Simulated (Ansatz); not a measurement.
Values for one crystal, relaxed and computed with the program Ansatz at the r²SCAN level (PAW); other levels are named.

- Volume per atom: 12.38 Å³
- Band gap: 0.46 eV (indirect)
- Hole effective mass with spin–orbit coupling: 0.21, 0.21, 0.55 mₑ (principal values)
- HSE06 gap on the r²SCAN cell: 1.16 eV
- Electron effective mass: 0.16, 0.38, 1.1 mₑ (principal values)
- Gap with spin–orbit coupling: 0.42 eV
- Valence-band maximum: at T

Q: Pick the material that matches.
A. NbCuN2, R-3m (Nb on 3b, Cu on 3a, N on 6c)
B. Cu2SiSe3, Cc (Pearson symbol mS24)
C. NaCNO, R3m (Na on 3a, C on 3a, N on 3a, O on 3a)
D. SiO2, R-3m (Si on 3a, O on 6c)

A: A, NbCuN2, R-3m (Nb on 3b, Cu on 3a, N on 6c)

The start of the workflow was typed in or built on a structure type; neither database checked (COD, Materials Project) lists it. Its standing as an ambient phase is unchecked. Symmetry was held in the r²SCAN relaxation; whether a distortion lowers the energy is not shown. The workflow began spin-polarised and lost its moments. Spin–orbit coupling is left out wherever it is not named.

Potentials: the later of the program's two PAW sets.
